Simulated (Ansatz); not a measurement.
ZrSiS (space group P4/nmm)

```xyz
6
Lattice="3.5189 0.0000 0.0000 0.0000 3.5189 0.0000 0.0000 0.0000 8.0287" Properties=species:S:1:pos:R:3 pbc="T T T"
Zr     0.0000     1.7594     5.8536
Zr     1.7594     0.0000     2.1751
Si     0.0000     0.0000     0.0000
Si     1.7594     1.7594     0.0000
S      1.7594     0.0000     4.9823
S      0.0000     1.7594     3.0464
```

The slice is a (001) plane (indices of the conventional cell) through the point (0.000, 0.500, 0.729) (fractional), spanned by u = [100] and v = [010] in vectors of this cell: u (3.52 Å) and v (3.52 Å, at 90° to u). It covers one period; positions are fractions (u, v).

Level of theory: PBEsol (plane waves to 420 eV, PAW, scalar-relativistic; Ansatz, a program for electronic structure). k mesh 13×13×6. These are valence fields of a PAW run, semicore shells included where kept as valence: close to a nucleus they are smooth pseudo fields. ZrSiS is run without spin polarisation. ZrSiS was relaxed with its symmetry unable to fall.

Task: Sketch the valence electron density on this plane as a map.

Result: 
```
v \ u  0.00  0.12  0.25  0.38  0.50  0.62  0.75  0.88
-----  ----  ----  ----  ----  ----  ----  ----  ----
0.88    0.6   0.5  -0.2  -0.7  -0.8  -0.7  -0.2   0.5
0.75    0.0  -0.2  -0.6  -0.6  -0.5  -0.6  -0.6  -0.2
0.62   -0.7  -0.7  -0.6  -0.4  -0.3  -0.4  -0.6  -0.7
0.50   -0.9  -0.8  -0.5  -0.3  -0.2  -0.3  -0.5  -0.8
0.38   -0.7  -0.7  -0.6  -0.4  -0.3  -0.4  -0.6  -0.7
0.25    0.0  -0.2  -0.6  -0.6  -0.5  -0.6  -0.6  -0.2
0.12    0.6   0.5  -0.2  -0.7  -0.8  -0.7  -0.2   0.5
0.00    0.4   0.6   0.0  -0.7  -0.9  -0.7   0.0   0.6
```

Values: log₁₀ of the valence density in e/Å³. The scale is logarithmic, as a density can span decades between atoms and voids.
